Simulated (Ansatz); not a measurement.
## Relaxing a structure of WS2

The start is a relaxed WS2 cell, doubled along one cell vector, shaken by Gaussian noise of σ = 0.08 Å a coordinate. The cell and all atomic positions are relaxed at zero pressure with r2SCAN (plane waves to 500 eV, PAW, scalar-relativistic; Ansatz, a quantum-chemistry and plane-wave program). First-step values are on the input's coarse k-mesh.

Ansatz input (later rounds restart from its end on a renewed k-mesh):
Ansatz 0.2 input:
```yaml
crystal:
  lattice:
    - [-5.7674895066, 5.7674895066, 5.6412663322]
    - [2.8837447533, -2.8837447533, 2.8206331661]
    - [2.8837447533, 2.8837447533, -2.8206331661]
  atoms:
    - { symbol: S, position: [0.0799399458, 0.6612508241, 0.8313365814] }
    - { symbol: S, position: [0.5937238177, 0.683028772, 0.8440638916] }
    - { symbol: S, position: [0.1546907508, 0.1530355997, 0.4532911989] }
    - { symbol: S, position: [0.6636389139, 0.1563667392, 0.4906354918] }
    - { symbol: S, position: [0.3518288109, 0.8378397776, 0.4926432474] }
    - { symbol: S, position: [0.8455562818, 0.8423786346, 0.5268915984] }
    - { symbol: S, position: [0.4204400436, 0.32252916, 0.1623503275] }
    - { symbol: S, position: [0.9254932048, 0.3253471831, 0.1451970533] }
    - { symbol: W, position: [0.3757258787, 0.7428579915, 0.0074989609] }
    - { symbol: W, position: [0.8967313674, 0.7827942765, 0.045466992] }
    - { symbol: W, position: [0.1255152178, 0.2636751771, 0.0081960151] }
    - { symbol: W, position: [0.6261494308, 0.2538061379, -0.0024470271] }
basis: { ecutwfc: 500, ecutrho_ratio: 4, xc_grid: 4, fft_grid_basis: typed }
kpoints: { mp_grid: { grid: [3, 6, 6] } }
hamiltonian:
  xc: r2scan
  dispersion: none
  pseudopotentials: { azcp: { folder: ./paw }, kind: paw }
scf: { occupations: { method: fermi_dirac, width: 0.05 } }
relax: { f_tol: 0.01, max_steps: 100, cell: { stress_tol: 0.02 } }
output: { forces: true, stress: true }
```

What is the largest force in the starting geometry, and on which atom (counted from 1)?

About 2.8 eV/Å, on W10 (atoms numbered as listed).

How much energy is released per atom?

0.39 eV/atom.

What band gap does the relaxed structure have at this level?

Zero (metallic).

Final values are on a 11×11×9 k-mesh of the relaxed cell. No spin polarisation in the result.

The relaxed structure here is a generated cell of WS2: the first start was made by placing the elements on the sites of a structure type, and the end was not matched to a known phase here, so it may be hypothetical. Known forms of WS2 include space group No. 194.
